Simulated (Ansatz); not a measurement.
Ga$_{2}$W:
Space group Fddd, origin choice 1 (No. 70); a = 4.949 Å, b = 8.294 Å, c = 8.725 Å, α = β = γ = 90.00°

| atom | site | symmetry | x | y | z |
|---|---|---|---|---|---|
| Ga | 16f | .2. | 0.0000 | 0.1659 | 0.0000 |
| W | 8b | 222 | 0.5000 | 0.5000 | 0.5000 |
(The calculation used a cell of 6 atoms; values per cell refer to that cell.)

Relaxed with PBEsol.

Problem. Which orbitals make up the states near the Fermi level in the program Ansatz at the PBEsol level (PAW)?

Solution. Within 0.5 eV of the Fermi level: W 5d 65 %, Ga 4p 28 %. Projections are on Löwdin-orthogonalised atomic valence shells; empty p or d shells of many metals are not among them.

Problem. Tabulate the density of states.

Solution. States/eV per cell of 6 atoms, in 0.25 eV bins, energy from the Fermi level.

| E (eV) | total | W 5d | Ga 4p | Ga 4s |
|---|---|---|---|---|
| -7.85 | 1.28 | 0.15 | 0.51 | 0.51 |
| -7.60 | 1.16 | 0.15 | 0.46 | 0.46 |
| -7.35 | 1.16 | 0.17 | 0.46 | 0.44 |
| -7.10 | 1.36 | 0.22 | 0.52 | 0.50 |
| -6.85 | 1.85 | 0.31 | 0.66 | 0.76 |
| -6.60 | 2.08 | 0.46 | 0.67 | 0.84 |
| -6.35 | 1.61 | 0.40 | 0.51 | 0.62 |
| -6.10 | 1.33 | 0.34 | 0.43 | 0.48 |
| -5.85 | 1.20 | 0.30 | 0.41 | 0.41 |
| -5.60 | 1.19 | 0.28 | 0.44 | 0.37 |
| -5.35 | 1.47 | 0.37 | 0.51 | 0.46 |
| -5.10 | 1.90 | 0.53 | 0.61 | 0.59 |
| -4.85 | 1.90 | 0.54 | 0.68 | 0.51 |
| -4.60 | 1.80 | 0.56 | 0.61 | 0.49 |
| -4.35 | 1.21 | 0.38 | 0.47 | 0.25 |
| -4.10 | 1.45 | 0.44 | 0.58 | 0.31 |
| -3.85 | 2.24 | 0.73 | 0.99 | 0.33 |
| -3.60 | 2.73 | 0.96 | 1.20 | 0.36 |
| -3.35 | 2.56 | 0.94 | 1.13 | 0.30 |
| -3.10 | 2.23 | 0.94 | 0.84 | 0.29 |
| -2.85 | 2.48 | 1.15 | 0.90 | 0.28 |
| -2.60 | 3.46 | 1.79 | 1.16 | 0.31 |
| -2.35 | 3.50 | 1.94 | 1.10 | 0.27 |
| -2.10 | 3.14 | 1.82 | 1.00 | 0.19 |
| -1.85 | 4.65 | 2.92 | 1.40 | 0.18 |
| -1.60 | 4.72 | 2.99 | 1.37 | 0.22 |
| -1.35 | 6.76 | 4.13 | 2.13 | 0.29 |
| -1.10 | 5.77 | 3.38 | 1.96 | 0.26 |
| -0.85 | 6.38 | 3.82 | 2.18 | 0.21 |
| -0.60 | 4.84 | 3.08 | 1.45 | 0.16 |
| -0.35 | 3.83 | 2.38 | 1.19 | 0.13 |
| -0.10 | 2.83 | 1.79 | 0.85 | 0.10 |
| 0.15 | 1.59 | 1.08 | 0.40 | 0.06 |
| 0.40 | 1.13 | 0.85 | 0.21 | 0.05 |
| 0.65 | 2.21 | 1.75 | 0.34 | 0.06 |
| 0.90 | 3.41 | 2.77 | 0.47 | 0.07 |
| 1.15 | 5.16 | 4.43 | 0.49 | 0.11 |
| 1.40 | 2.22 | 1.95 | 0.16 | 0.05 |
| 1.65 | 0.01 | 0.00 | 0.00 | 0.00 |
| 1.90 | 0.00 | 0.00 | 0.00 | 0.00 |
| 2.15 | 0.00 | 0.00 | 0.00 | 0.00 |
| 2.40 | 0.88 | 0.34 | 0.25 | 0.15 |
| 2.65 | 3.41 | 1.96 | 0.91 | 0.29 |
| 2.90 | 3.75 | 2.23 | 1.02 | 0.29 |
| 3.15 | 3.55 | 2.04 | 0.82 | 0.50 |
| 3.40 | 4.90 | 2.68 | 1.00 | 0.99 |
| 3.65 | 3.99 | 1.81 | 1.02 | 0.88 |
| 3.90 | 4.28 | 1.58 | 1.29 | 1.02 |
| 4.15 | 3.82 | 1.26 | 1.23 | 0.85 |
| 4.40 | 2.32 | 0.70 | 0.73 | 0.46 |
| 4.65 | 2.55 | 0.72 | 0.67 | 0.50 |

The start of the workflow was typed in or built on a structure type; neither database checked (COD, Materials Project) lists it. Its standing as an ambient phase is unchecked. The cell was relaxed with PBEsol under the symmetry of its start; whether a distortion lowers the energy is not shown. No spin polarisation was allowed. Axis ratios of metals converge slowly with the k-mesh, so a and c are less sure than the volume. Scalar-relativistic: spin–orbit coupling is off unless named, which matters more the heavier the elements.

Potentials: the later of the program's two PAW sets.
